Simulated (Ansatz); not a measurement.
SiO2 in space group P3_221 (No. 154; Si on 3a, O on 6c), DFT-r²SCAN in the program Ansatz with PAW potentials. The conduction-band minimum lies at Γ, with 1 equivalent valley. Second derivatives d²E/dk² of the lowest band at one valley (eV·Å²), along Cartesian directions:

```tsv
direction	d²E/dk²
[100]	15.27
[010]	15.27
[001]	15.66
[110]	15.27
[101]	15.47
[011]	15.47
```

Q: Find the principal effective masses, the density-of-states mass and the conductivity mass.

A: Off-diagonal terms follow from H_xy = H[110] − (H_xx + H_yy)/2, and m*/mₑ = 7.620 eV·Å² over each eigenvalue: 0.49, 0.50, 0.50. One valley's DOS mass (m₁m₂m₃)^(1/3) = 0.49, conductivity mass 3/(Σ 1/mᵢ) = 0.49 mₑ.

Q: What effective density of states Nc follows at 300 K for parabolic valleys?

A: Nc = 2.509e19 × 1 × (0.49)^(3/2) ≈ 8.6e18 cm⁻³.

Q: With the computed static dielectric constant 4.48 (mean of the diagonal), estimate a hydrogenic donor's binding energy and radius.

A: E = 13.606 eV × 0.49/4.48² ≈ 330 meV; a = 0.529 Å × ε/m* ≈ 4.8 Å. Semilocal masses tend to be too small where the gap is.

The cell was relaxed with r²SCAN under the symmetry of its start; phonons on a q-mesh show no instability.

Potentials: the earlier of the program's two PAW sets.
